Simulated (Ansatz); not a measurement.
VMo:
```cif
data_Mo2V2
_chemical_formula_sum 'V2 Mo2'
_space_group_name_H-M_alt 'Cmmm'
_space_group_IT_number 65
_space_group_name_Hall '-C 2 2'
_cell_length_a 3.07148
_cell_length_b 4.43885
_cell_length_c 4.22412
_cell_angle_alpha 90.000
_cell_angle_beta 90.000
_cell_angle_gamma 90.000
loop_
_atom_site_label
_atom_site_type_symbol
_atom_site_symmetry_multiplicity
_atom_site_Wyckoff_symbol
_atom_site_fract_x
_atom_site_fract_y
_atom_site_fract_z
_atom_site_occupancy
V1 V 2 c 0.00000 0.50000 0.50000 1
Mo1 Mo 2 a 0.00000 0.00000 0.00000 1
```
(The calculation used a cell of 2 atoms; values per cell refer to that cell.)

This is the r²SCAN-relaxed structure.

Q: All from the program Ansatz at the r²SCAN level (PAW), unless another level is named. Estimate the formation energy from the elements (no fitted shifts).

A: -0.11 eV/atom.

Q: Next, the density of states at the Fermi level?

A: 0.82 states/eV per atom (mean over ±0.08 eV).

The first step of the workflow began from a Materials Project structure, measured or hypothetical; the Crystallography Open Database copy checked does not list it. With V and Mo taken as one species the cell has the higher symmetry Im-3m, so it may be an ordered model of a mixed-site phase. Whether it is the stable phase at ambient conditions was not checked. The r²SCAN relaxation kept the symmetry of its start; whether a distortion lowers the energy is not shown. The run is not spin-polarised. The references are the lowest solids computed at this level, not always the standard phases. Spin–orbit coupling is left out wherever it is not named.

Potentials: the later of the program's two PAW sets.
